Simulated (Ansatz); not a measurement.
The relaxed structure here is a generated cell of VN: the first start was made by placing the elements on the sites of a structure type, and the end was not matched to a known phase here, so it may be hypothetical. Known forms of VN include space group No. 225.

A relaxed structure of VN. All values below come from PBEsol (plane waves to 420 eV, PAW, scalar-relativistic; Ansatz, a first-principles code).

```
CELL_PARAMETERS angstrom
      1.49868     0.86527     8.04842
     -1.49868     0.86527     8.04842
      0.00000    -1.73053     8.04842
ATOMIC_POSITIONS crystal
  N  0.00401 0.00401 0.00401
  N  0.22544 0.22544 0.22544
  N  0.77986 0.77986 0.77986
  V  0.08083 0.08083 0.08083
  V  0.30215 0.30215 0.30215
  V  0.85771 0.85771 0.85771
```

Find the space group and the Wyckoff positions (tolerance 0.01 Å).

Space group R3m, hexagonal axes (No. 160); a = 2.997 Å, b = 2.997 Å, c = 24.145 Å, α = 90.00°, β = 90.00°, γ = 120.00°

```csv
atom,site,symmetry,x,y,z
N,3a,3m,0.0000,0.0000,0.9960
N,3a,3m,0.0000,0.0000,0.7746
N,3a,3m,0.0000,0.0000,0.2201
V,3a,3m,0.0000,0.0000,0.9192
V,3a,3m,0.0000,0.0000,0.6978
V,3a,3m,0.0000,0.0000,0.1423
```

This is the AFLOW prototype AB_hR6_160_3a_3a (as in SiC).

Give the shortest distances between elements (the closest pairs, up to four, under 3.6 Å).

N–V 1.85 Å; N–N 3.00 Å; V–V 3.00 Å.

| Property | Value |
|---|---|
| Volume per atom | 10.44 Å³ |
| Density | 5.17 g/cm³ |
| Band gap | zero (metallic) |
| Magnetic moment | zero (the starting moments vanished) |

No spin polarisation in the result: the starting moments vanished.

The run could not lose the symmetry of its start: the end is stationary, and may be a saddle point rather than a minimum.
